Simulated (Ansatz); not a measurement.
A geometry of P away from equilibrium: step 2 of the relaxation of a relaxed P cell displaced along its unstable phonon at q = (½, ½, ½) of its primitive reciprocal cell (160i cm⁻¹), largest move 0.15 Å. The numbers are results of PBEsol (plane waves to 420 eV, PAW, scalar-relativistic; Ansatz, a quantum-chemistry and plane-wave program), not measurements. Γ-centred k-mesh 15×15×15 on the run's cell (coarser than for final values), Fermi–Dirac smearing 0.05 eV. The plane waves were selected for a different cell earlier on the path.

```
CELL_PARAMETERS angstrom
     -3.04747     3.04747     3.04017
      0.00000     0.00000     3.04017
      0.00000     3.04747     0.00000
ATOMIC_POSITIONS crystal
  P  0.00000 0.05736 0.00000
  P  0.50000 0.94264 0.00000
```

Give the Cartesian forces on all atoms (eV/Å).


```tsv
atom	Fx	Fy	Fz
P1	0.00	0.00	0.37
P2	0.00	0.00	-0.37
```

The path ends in Pm-3m (No. 221) (simple cubic type). No spin polarisation in the result. The relaxed primitive cell holds an odd number of electrons. A magnetic state may lie lower.

The run could not lose the symmetry of its start.

Of the parent cell (Im-3m (No. 229)): it is a generated cell of P: the first start was made by placing the elements on the sites of a structure type, and the end was not matched to a known phase here, so it may be hypothetical. Known forms of P include space group No. 64.

The relaxed structure has the type that P is known to take under pressure; here it was relaxed at zero pressure, from a generated start.
